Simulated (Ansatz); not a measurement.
A geometry of CsPbCl3 away from equilibrium: the start of the relaxation of a generated cell, CsPbCl3 placed in the GdFeO3 structure type. Method: PBEsol (plane waves to 420 eV, PAW, scalar-relativistic; Ansatz, a program for electronic structure). Γ-centred k-mesh 3×2×3 on the run's cell (coarser than for final values), Fermi–Dirac smearing 0.05 eV.

```xyz
20
Lattice="7.8562 0.0000 0.0000 0.0000 11.0851 0.0000 0.0000 0.0000 7.8300" Properties=species:S:1:pos:R:3 pbc="T T T"
Cs     3.8315     2.7713     7.7642
Cs     7.7596     2.7713     3.9808
Cs     4.0247     8.3138     0.0658
Cs     0.0966     8.3138     3.8492
Pb     0.0000     0.0000     0.0000
Pb     3.9281     5.5425     3.9150
Pb     0.0000     5.5425     0.0000
Pb     3.9281     0.0000     3.9150
Cl     0.2459     2.7713     0.4588
Cl     4.1740     2.7713     3.4562
Cl     7.6103     8.3138     7.3711
Cl     3.6822     8.3138     4.3738
Cl     2.2626     5.9527     1.6678
Cl     6.1907    10.6749     2.2472
Cl     5.5936     0.4101     6.1622
Cl     1.6655     5.1324     5.5828
Cl     5.5936     5.1324     6.1622
Cl     1.6655     0.4101     5.5828
Cl     2.2626    10.6749     1.6678
Cl     6.1907     5.9527     2.2472
```

Problem. Which atoms carry the largest force, and which way does it point?

Solution. 0.21 eV/Å, on Cs1, Cs2, Cs3, Cs4 (atoms numbered as listed); on Cs1 its components are (-0.19, 0.00, 0.08).

Problem. What is the pressure?

Solution. +0.5 GPa, compression positive.

No spin polarisation in the result.

The run could not lose the symmetry of its start, so the end can be a saddle point.

The end of the path is a generated cell of CsPbCl3: the first start was made by placing the elements on the sites of a structure type, and the end was not matched to a known phase here, so it may be hypothetical. Known forms of CsPbCl3 include space group No. 221.
